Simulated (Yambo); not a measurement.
BSE-type run in Yambo on CdSe (zinc blende, space group F-43m, No. 216) under isotropic strain of -2 % on all lattice vectors, at zero momentum.

Quantum ESPRESSO step (PBE, PseudoDojo stringent norm-conserving files, scalar-relativistic):
```
&CONTROL
  calculation = 'nscf'
  pseudo_dir = './pseudo'
  outdir = './out'
/
&SYSTEM
  ibrav = 0
  nat = 2
  ntyp = 2
  ecutwfc = 120.0
  ecutrho = 480.0
  occupations = 'fixed'
  force_symmorphic = .true.
  nbnd = 47
/
&ELECTRONS
  conv_thr = 2e-09
  diago_full_acc = .true.
  diago_thr_init = 1e-08
/
ATOMIC_SPECIES
Se 78.9710 Se.upf
Cd 112.4140 Cd.upf
CELL_PARAMETERS angstrom
  0.000000000000   2.980623769430   2.980623769430
  2.980623769430   0.000000000000   2.980623769430
  2.980623769430   2.980623769430   0.000000000000
ATOMIC_POSITIONS crystal
Se   0.249999929289   0.249999929289   0.249999929289
Cd   0.000000000000   0.000000000000   0.000000000000
K_POINTS automatic
6 6 6 0 0 0
```

Yambo input:
```
rim_cut
optics
bse
bss
dipoles
em1s
RandQpts= 1000000
RandGvec= 1 Ry
FFTGvecs= 40 Ry
Chimod= "HARTREE"
BSKmod= "SEX"
BSEmod= "resonant"
BSSmod= "hs"
BSENGexx= 15 Ry
BSENGBlk= 4 Ry
% KfnQP_E
 0.763 | 1.0 | 1.0 |
%
% BSEQptR
 1 | 1 |
%
% BSEBands
 20 | 26 |
%
% BEnRange
 0.0 | 10.2 | eV
%
% BDmRange
 0.15 | 0.15 | eV
%
BEnSteps= 204
% BLongDir
 1.0 | 0.0 | 0.0 |
%
BSHayTrs= -0.02
BSSNEig= 24
WRbsWF
% BndsRnXs
 14 | 42 |
%
NGsBlkXs= 4 Ry
% LongDrXs
 1.0 | 1.0 | 1.0 |
%
```

From the report:

The dimension is k points × valence × conduction bands = 216 × 3 × 4 = 2592.
```
   [SLEPC] Approach                          : Krylov-Schur
   [SLEPC] Number of requested eigenvalues   :  24
   [SLEPC] Number of eigenvalues        [NEV]:  24
    [K] Dimension                                    :  2592
    [K] Bands                                        :  20  26
    [K] Exchange res                                 : yes
    [K] Correlation res                              : yes
    [K] W interaction is bare                        : no
    [K] RL vectors exchange                          :   387
    [K] RL vectors correlation                       :   65
    [W] Matrix size                                  :   65
    [W] Bands                                        :   14   42
    [W] Coulomb Cutoff                               : none
    [W] Hxc Kernel                                   : HARTREE
```

Spin-orbit coupling is not included.

Geometry strained from the cell relaxed with PBEsol, atoms relaxed again.
